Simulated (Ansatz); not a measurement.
Data:

HfO2:
```cif
data_HfO2
_chemical_formula_sum 'Hf1 O2'
_space_group_name_H-M_alt 'P 1'
_space_group_IT_number 1
_cell_length_a 3.57520
_cell_length_b 3.57520
_cell_length_c 3.57520
_cell_angle_alpha 60.000
_cell_angle_beta 60.000
_cell_angle_gamma 60.000
loop_
_space_group_symop_operation_xyz
  'x, y, z'
loop_
_atom_site_label
_atom_site_type_symbol
_atom_site_fract_x
_atom_site_fract_y
_atom_site_fract_z
_atom_site_occupancy
Hf1 Hf 0.00000 0.00000 0.00000 1
O1 O 0.25000 0.25000 0.25000 1
O2 O 0.75000 0.75000 0.75000 1
```

This is the HSE06-relaxed structure.

Question: All from DFT-HSE06 in the program Ansatz with PAW potentials, unless another level is named. Give the band gap.

Answer: 5.41 eV (direct).

Question: Predict the valence-band maximum.

Answer: at X.

Space group Fm-3m (fluorite). This is a known high-temperature phase of the composition, computed here at zero pressure and temperature. The cell was relaxed with HSE06 under the symmetry of its start; its stability against distortions is not shown here. No spin polarisation was allowed. The hybrid was solved on a coarse mesh, the path and, where they were found, the r²SCAN edge points; its band edges are the extreme levels among these. Spin–orbit coupling is left out wherever it is not named.

Potentials: the later of the program's two PAW sets.
